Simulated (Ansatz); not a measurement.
LiCl:
```yaml
crystal:
  lattice:
    - [0.00000, 2.55620, 2.55620]
    - [2.55620, 0.00000, 2.55620]
    - [2.55620, 2.55620, 0.00000]
  atoms:
    - { symbol: Li, position: [0.00000, 0.00000, 0.00000] }
    - { symbol: Cl, position: [0.50000, 0.50000, 0.50000] }
```

Cartesian axes are those of the cell as given.

### Question
Give the high-frequency dielectric tensor and the Born effective charge tensors of the independent atoms from DFPT, plane-wave PAW r²SCAN (Ansatz code).

### Answer

ε∞:
```
2.83  0.00  0.00
0.00  2.83  0.00
0.00  0.00  2.83
```
Z* of atom 1 (Li), rows: field, columns: displacement, in e:
```
1.17  0.00  0.00
0.00  1.17  0.00
0.00  0.00  1.17
```
Z* of atom 2 (Cl), rows: field, columns: displacement, in e:
```
-1.17   0.00   0.00
 0.00  -1.17   0.00
 0.00   0.00  -1.17
```

Static charges for comparison (Bader): Li1 +0.91, Cl2 -0.91 e. Born charges measure polarisation by displacement and can exceed these by far.

Space group Fm-3m (rock salt). Symmetry was held in the r²SCAN relaxation; phonons on a q-mesh show no instability.

Potentials: the later of the program's two PAW sets.
